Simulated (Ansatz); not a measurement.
Structure: NaTlTe₂ as one 4-atom ordering (P-4m2) on the zincblende lattice, at its r2SCAN minimum. Na is surrounded by 4 Te at 3.06 Å; Te is surrounded by 2 Tl at 2.88 Å and 2 Na at 3.06 Å; Tl is surrounded by 4 Te at 2.88 Å.

Space group P-4m2 (No. 115). a = 4.635 Å, b = 4.635 Å, c = 7.423 Å, α = 90.00°, β = 90.00°, γ = 90.00°
```json
{"atom": "Na", "site": "1a", "symmetry": "-4m2", "x": "0.0000", "y": "0.0000", "z": "0.0000"}
{"atom": "Te", "site": "2g", "symmetry": "2mm.", "x": "0.0000", "y": "0.5000", "z": "0.2686"}
{"atom": "Tl", "site": "1c", "symmetry": "-4m2", "x": "0.5000", "y": "0.5000", "z": "0.5000"}
```

The questions ask for values computed with Ansatz on this geometry. The cell comes from a prototype generator: it can be a known phase or a hypothetical one. No magnetic order is allowed.

Question: What gap does PBE give, and where are the band edges?

Answer: With PBE the gap is 0.07 eV and direct, at Γ. (This is within a few times the smearing of 0.02 eV, so the filling near the edges can be smeared.)

Question: How does the gap change from PBE to LDA (6×6×4)?

Answer: With LDA the gap closes, the bands meeting at Γ.

Question: How does the gap change from PBE to PBE+SOC (6×6×4)?

Answer: With PBE+SOC the valence top lies at Γ–Z (0.50 of the way from Γ) and the conduction bottom at Γ, 0.13 eV higher; the smallest vertical gap, at Γ, is 0.17 eV. The gap differs by +0.06 eV from PBE's.

Question: Order these levels by the gap that they give, smallest first.
A. PBE
B. HSE06
C. r2SCAN
D. PBE0

Answer: A (0.07 eV), C (0.31 eV), B (0.70 eV), D (1.32 eV).

Question: Roughly how does the cost of the PBE0 run (4×4×2) compare with r2SCAN's (6×6×4)?

Answer: About 6 times as much (7 core-minutes against 70 core-seconds, on 2 threads of Arm Neoverse N1, on a shared host).

Only the levels marked +SOC include spin-orbit coupling.

Where an edge lies off the special points, it is a point of the mesh or the k point where a search put PBE's edge or least direct gap, reused for the other functionals, whose own edges may lie a little apart; PBE's own value is read along its path and can be a few hundredths of an eV high.

The meshes of the hybrids are coarse, so their gaps aren't converged to the digits shown.

Gaps under 0.1 eV (PBE) can't be told from a closed one: the bands may be in normal order or already inverted, which a gap's size doesn't show.
